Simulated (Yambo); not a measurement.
Absorption of K₂Pt (space group Fm-3m, No. 225) with and without the electron-hole interaction (Yambo, PBEsol bands; 4×4×4 mesh, 12 valence and 8 conduction bands, static screening with 114 bands and a 4 Ry block, scissor 0.83 eV, Tamm-Dancoff; field along x).

| E (eV) | Im ε, BSE | Im ε, independent quasiparticles |
|---|---|---|
| 0.05 | 0.15 | 0.11 |
| 0.15 | 0.17 | 0.11 |
| 0.25 | 0.19 | 0.12 |
| 0.35 | 0.21 | 0.13 |
| 0.45 | 0.25 | 0.14 |
| 0.55 | 0.29 | 0.16 |
| 0.65 | 0.34 | 0.17 |
| 0.75 | 0.42 | 0.19 |
| 0.85 | 0.54 | 0.21 |
| 0.95 | 0.73 | 0.24 |
| 1.05 | 1.05 | 0.28 |
| 1.15 | 1.68 | 0.32 |
| 1.25 | 2.91 | 0.38 |
| 1.35 | 4.90 | 0.47 |
| 1.45 | 5.24 | 0.59 |
| 1.55 | 3.53 | 0.80 |
| 1.65 | 2.46 | 1.17 |
| 1.75 | 2.10 | 1.90 |
| 1.85 | 2.03 | 3.10 |
| 1.95 | 2.33 | 3.47 |
| 2.05 | 2.91 | 2.95 |
| 2.15 | 3.41 | 2.78 |
| 2.25 | 3.33 | 3.35 |
| 2.35 | 3.28 | 4.51 |
| 2.45 | 3.76 | 5.54 |
| 2.55 | 5.26 | 5.75 |
| 2.65 | 7.13 | 5.54 |
| 2.75 | 6.68 | 5.21 |
| 2.85 | 5.76 | 5.27 |
| 2.95 | 5.91 | 5.74 |
| 3.05 | 6.01 | 6.01 |
| 3.15 | 6.31 | 4.99 |
| 3.25 | 6.63 | 4.99 |
| 3.35 | 6.56 | 6.19 |
| 3.45 | 5.75 | 7.93 |
| 3.55 | 4.66 | 10.3 |
| 3.65 | 4.01 | 9.84 |
| 3.75 | 3.87 | 9.09 |
| 3.85 | 3.91 | 8.17 |
| 3.95 | 3.66 | 7.32 |
| 4.05 | 2.98 | 6.60 |
| 4.15 | 2.50 | 5.92 |
| 4.25 | 2.18 | 5.20 |
| 4.35 | 2.19 | 4.04 |
| 4.45 | 2.37 | 3.46 |
| 4.55 | 2.56 | 3.66 |
| 4.65 | 2.86 | 4.17 |
| 4.75 | 3.08 | 4.66 |
| 4.85 | 3.38 | 4.89 |
| 4.95 | 3.61 | 5.04 |
| 5.05 | 3.22 | 4.48 |
| 5.15 | 2.62 | 4.06 |
| 5.25 | 2.21 | 3.53 |
| 5.35 | 2.19 | 3.10 |
| 5.45 | 2.35 | 2.78 |
| 5.55 | 2.60 | 2.32 |
| 5.65 | 2.92 | 2.19 |
| 5.75 | 3.15 | 2.55 |
| 5.85 | 3.54 | 3.25 |
| 5.95 | 4.12 | 3.22 |
| 6.05 | 5.10 | 2.71 |
| 6.15 | 6.28 | 2.39 |
| 6.25 | 6.86 | 2.15 |

The scissor comes from a G0W0 run whose convergence isn't established. Broadening 0.15 eV. The band window holds all transitions up to 6.3 eV. Fine structure above the onset can come from the mesh.

Spin-orbit coupling is included.

Geometry relaxed with PBEsol; primitive cell a = b = c = 5.284 Å, α = β = γ = 60.00°.

The structure is a Materials Project entry; no match was found in the copy of COD used, and its stability was not checked.
